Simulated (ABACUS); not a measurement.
ABACUS run on a model cell of Fe (Pm-3m, 1 atom in the cell; prototype structure): self-consistent single point.

All values come from this method and carry its errors: PBE, numerical atomic orbitals TZP (confined pseudo-atomic orbitals; energy shift 0.01 Ry), PseudoDojo 0.5 standard norm-conserving PBE (tails mended) pseudopotentials in ABACUS 3.10.1.

```xyz
1
Lattice="2.3656 0.0000 0.0000 0.0000 2.3656 0.0000 0.0000 0.0000 2.3656" Properties=species:S:1:pos:R:3 pbc="T T T"
Fe     0.0000     0.0000     0.0000
```
Starting moments (μB, in the order of the atoms Fe): 4.0.

Reference input (self-consistent single point, DFT, PBE, numerical atomic orbitals TZP (confined pseudo-atomic orbitals; energy shift 0.01 Ry), PseudoDojo 0.5 standard norm-conserving PBE (tails mended) pseudopotentials): basis = TZP numerical atomic orbitals, energy shift 0.01 Ry; KPT = Gamma 14 14 14 0 0 0; basis_type = lcao; ecutwfc = 100 Ry; smearing_method = mv; smearing_sigma = 0.00734986 Ry; nspin = 2; potentials = PseudoDojo 0.5 standard norm-conserving PBE (tails mended); symmetry = 1; symmetry_prec = 1e-05; nbands = 14; ks_solver = genelpa. This run's input differs from it in these lines:

```diff
@@ -7,3 +7,3 @@
 orbital_dir          ./
-ecutwfc              100.0
+ecutwfc              90.0
 symmetry             1
```

Output, abridged:

```
 SELF-CONSISTENT
 -------------------------------------------

                  longest orb rcut (Bohr) = 6.6
   longest nonlocal projector rcut (Bohr) = 1.58
                     search radius (Bohr) = 16.4

                          real space grid = [ 27, 27, 27 ]
                                 init_chg = atomic

 LCAO ALGORITHM --------------- ION=   1  ELEC=   1--------------------------------
          total magnetism (Bohr mag/cell) = 2.89809
       absolute magnetism (Bohr mag/cell) = 2.90527
                        nelec for spin up = 9.44905
                      nelec for spin down = 6.55095

 Density error is 0.0756525577748
   [... lines left out ...]
 E_KohnSham     -250.5474068395      -3408.8723521420
 E_Fermi        1.1642894768         15.8409710066

 LCAO ALGORITHM --------------- ION=   1  ELEC=  14--------------------------------
          total magnetism (Bohr mag/cell) = 2.48428
       absolute magnetism (Bohr mag/cell) = 2.54779
                        nelec for spin up = 9.24214
                      nelec for spin down = 6.75786

 Density error is 6.76329361527e-08
 E_KohnSham     -250.5474068394      -3408.8723521398
 E_KS(sigma->0) -250.5474342283      -3408.8727247845
 E_entropy(-TS) 0.0000547777         0.0007452894
 E_Fermi        1.1642895046         15.8409713842
 charge density convergence is achieved
 final etot is -3408.8723521 eV
 EFERMI = 15.840971384 eV

 STATE ENERGY(eV) AND OCCUPATIONS    NSPIN == 2
SPIN UP :
   [... 11 lines left out ...]

SPIN DOWN :
   [... 11 lines left out ...]

-------------------------------------------------
 Total Magnetism (uB)
-------------------------------------------------
                        Fe1         2.4842867290
-------------------------------------------------

 TOTAL-FORCE (eV/Angstrom)
                       Fe1         0.0000000000         0.0000000000         0.0000000000

 TOTAL-STRESS (KBAR)
       -83.7474214349        -0.0000000000         0.0000000000
        -0.0000000000       -83.7474214349         0.0000000000
         0.0000000000         0.0000000000       -83.7474214349
 TOTAL-PRESSURE: -83.747421 KBAR

 --------------------------------------------
 !FINAL_ETOT_IS -3408.8723521397582772 eV
 --------------------------------------------
```

The run converged in 14 iterations. Against the reference run the free energy is nearly the same (within 1 meV/atom), the pressure goes from -8.23 to -8.37 GPa and the net moment stays at 2.48 μB/atom.

The cell was set up from a structure prototype or typed lattice constants and was not relaxed beforehand at this level. The atom-centred basis is finite, which shifts total energies and pressures against plane waves. The run is spin-polarised and ends with a net moment of 2.48 μB in the cell. This run is one point of a test of settings, so its values need not be converged; read them against the reference run alone. With one magnetic atom the cell allows parallel order alone; another order can lie lower.

Cost on one core: very roughly 17 core-seconds.

The atomic orbitals were generated for these runs; they are not ABACUS's published sets and were checked against plane waves on a few crystals only.

“Tails mended”: in these copies of the files the far tail of each local potential was reset to the Coulomb form.
